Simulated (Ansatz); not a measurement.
Starting cell, TiB2 (AlB2 type, space group P6/mmm):

```
TiB2
1.0
    6.06368     0.00000     0.00000
   -1.51592     2.62565     0.00000
    3.03184     0.00000     3.22428
Ti B
2 4
Direct
  0.00000   0.00000   0.00000
  0.50000   0.00000   0.00000
  0.91667   0.66667   0.50000
  0.41667   0.66667   0.50000
  0.08333   0.33333   0.50000
  0.58333   0.33333   0.50000
```

The atoms are displaced by Q × the pattern below (from a DFPT mode at L = (0.5, 0.0, 0.5), largest move 1; Q in Å), at fixed cell. (q is in reciprocal vectors of the primitive cell; the cell shown is doubled to hold the pattern.)

```
atom       x       y      z
----  ------  ------  -----
Ti1    0.500  -0.866  0.000
Ti2   -0.500   0.866  0.000
```

Atoms not listed stay in place.

The numbers are results of PBE (plane waves to 420 eV, PAW, scalar-relativistic; Ansatz, a quantum-chemistry and plane-wave program), not measurements. k mesh 18×18×18 (Γ-centred), Fermi-Dirac smearing 0.05 eV. With partly filled bands, energies and forces of such displacements shift with the k mesh and the smearing. The PAW data are Ansatz's earlier set. TiB2 is run without spin polarisation. TiB2 was relaxed with its symmetry unable to fall. 

```json
[
 {"Q (Å)": "-0.280", "−dE/dQ from forces (eV/Å)": "10.075"},
 {"Q (Å)": "-0.233", "−dE/dQ from forces (eV/Å)": "8.668"},
 {"Q (Å)": "-0.187", "−dE/dQ from forces (eV/Å)": "7.171"},
 {"Q (Å)": "-0.140", "−dE/dQ from forces (eV/Å)": "5.547"},
 {"Q (Å)": "-0.093", "−dE/dQ from forces (eV/Å)": "3.785"},
 {"Q (Å)": "-0.047", "−dE/dQ from forces (eV/Å)": "1.919"},
 {"Q (Å)": "0.000", "−dE/dQ from forces (eV/Å)": "0.000"},
 {"Q (Å)": "0.047", "−dE/dQ from forces (eV/Å)": "-1.919"},
 {"Q (Å)": "0.093", "−dE/dQ from forces (eV/Å)": "-3.785"},
 {"Q (Å)": "0.140", "−dE/dQ from forces (eV/Å)": "-5.547"},
 {"Q (Å)": "0.187", "−dE/dQ from forces (eV/Å)": "-7.171"},
 {"Q (Å)": "0.233", "−dE/dQ from forces (eV/Å)": "-8.668"},
 {"Q (Å)": "0.280", "−dE/dQ from forces (eV/Å)": "-10.075"}
]
```

**Question.** What harmonic wavenumber does the curvature at Q = 0 give?

**Answer.** 343 cm⁻¹. E″ = 41.31 eV/Å², M = Σ mᵢ|uᵢ|² = 95.7 u, ν̃ = 521.5·√(|E″|/M).

(For displaced atoms, the force is minus the slope of the energy, and its curvature is a force constant, which sets phonon frequencies.)
